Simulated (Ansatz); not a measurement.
# ZrSi3 in the AuCu3-type structure

Method: PBEsol, scalar-relativistic; no spin polarisation; PAW, 420 eV, 8×8×8 k-mesh, Gaussian smearing of 0.05 eV; code Ansatz. The datasets are Ansatz's generated set soft_2.

```
Zr Si
1.0
     3.95077    0.00000    0.00000
     0.00000    3.95077    0.00000
     0.00000    0.00000    3.95077
Zr Si
1 3
Direct
  0.00000 0.00000 0.00000
  0.00000 0.50000 0.50000
  0.50000 0.50000 0.00000
  0.50000 0.00000 0.50000
```

This is a trial structure made by placing the elements on a prototype's sites, so it needn't be the stable form.

The run above is the reference. The same cell was run again with other input settings; several of them aren't fit for production, so the rows show the settings' effect and aren't properties of the material.

```tsv
keys changed	outcome	ΔE (meV/atom)	P (GPa)	gap on the mesh (eV)	cell moment (μB)	largest force component (eV/Å)	SCF iterations	rough core-seconds	new warnings
none (reference)	converged	0.0	0.0	metal	–	0.000	–	–	–
basis.ecutwfc: 420 → "29.4 Ry"; hamiltonian.hubbard: {"sites": [{"species": "Zr", "l": "d", "u_eff": 8.0}], "double_counting": "amf"}	converged	–	-0.1	metal	–	0.000	8	7	cutoff below recommended; filled band counts differ across k points
scf.lower_state_search: "standard"	converged	0.0	0.0	metal	–	0.000	6	4	–
scf.lower_state_search: "light"; scf.algorithm: "density_mixing"	converged	0.0	0.0	metal	–	0.000	6	4	–
```

These changes also left energy (to 0.1 meV/atom), pressure, gap, moment and forces as in the reference: basis.xc_grid: 4 | scf.initial_density.chi_scale: 0.1; scf.n_extra_bands: 2; scf.mixing.algorithm: "msr1"; scf.mixing.beta: 0.2.

ΔE is the energy with the smearing extrapolated to zero. It is left out where the change alters the Hamiltonian or the spin treatment. The varied runs start from atomic densities (corrected by the program's trained start where that serves), with the default search for lower states unless a row changes it.

What happens with these changes: hamiltonian.hubbard: {"sites": [{"species": "Zr", "l": "d", "u_eff": 6.0}], "double_counting": "fll"}?

outcome converged, P (GPa) 4.7, gap on the mesh (eV) metal, largest force component (eV/Å) 0.000, SCF iterations 8, rough core-seconds 8, new warnings filled band counts differ across k points.

What happens with these changes: hamiltonian.hubbard: {"sites": [{"species": "Zr", "l": "d", "u_eff": 1.0}], "double_counting": "fll"}; basis.ecutwfc: 420 → "550 eV"; scf.n_extra_bands: 2?

outcome converged, P (GPa) 0.6, gap on the mesh (eV) metal, largest force component (eV/Å) 0.000, SCF iterations 7, rough core-seconds 9, new warnings filled band counts differ across k points.

2 further runs (cut off, refused for memory, with changed atoms or starts, or in doubt) are left out.
